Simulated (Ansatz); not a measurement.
TaAl (rock salt, Fm-3m) is relaxed with PBE in the plane-wave PAW code Ansatz. What lattice parameters of the conventional cell result?

a = 5.284 Å.

The start of the workflow was typed in or built on a structure type; neither database checked (COD, Materials Project) lists it. Its standing as an ambient phase is unchecked. The cell was relaxed with PBE under the symmetry of its start; its stability against distortions is not shown here. The run is not spin-polarised. Its formation energy is positive at this level, so the cell may be metastable or incomplete. Scalar-relativistic: spin–orbit coupling is off unless named, which matters more the heavier the elements.

Potentials: the earlier of the program's two PAW sets.
